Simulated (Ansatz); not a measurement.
TiRh3:
```
CELL_PARAMETERS angstrom
      3.82063     0.00000     0.00000
      0.00000     3.82063     0.00000
      0.00000     0.00000     3.82063
ATOMIC_POSITIONS crystal
  Ti 0.00000 0.00000 0.00000
  Rh 0.00000 0.50000 0.50000
  Rh 0.50000 0.00000 0.50000
  Rh 0.50000 0.50000 0.00000
```

Relaxed with r²SCAN. Special points in fractions of this cell's reciprocal vectors: Γ (0.000, 0.000, 0.000); X (0.000, 0.500, 0.000); M (0.500, 0.500, 0.000); R (0.500, 0.500, 0.500).

### Question
List the band energies nearest the Fermi level at these points for the program Ansatz at the r²SCAN with spin–orbit coupling level (PAW).

### Answer
In eV from the Fermi level; about four levels below and three above (degenerate sets whole), none deeper than 8.9 eV; points with the same levels are listed once.

```
k                    below                          above
-  -----------------------  -----------------------------
Γ  -0.27 -0.27 -0.27 -0.27            0.86 0.86 1.29 1.29
X  -1.08 -1.08 -0.96 -0.96            0.04 0.04 1.14 1.14
M  -0.84 -0.84 -0.71 -0.71            1.55 1.55 1.57 1.57
R  -1.64 -1.64 -1.64 -1.64  0.86 0.86 0.99 0.99 0.99 0.99
```

Space group Pm-3m (Cu3Au type). The workflow started from an entry of the Crystallography Open Database (COD). Its standing as an ambient phase is unchecked. Symmetry was held in the r²SCAN relaxation; its stability against distortions is not shown here. The run is not spin-polarised.

Potentials: the later of the program's two PAW sets.
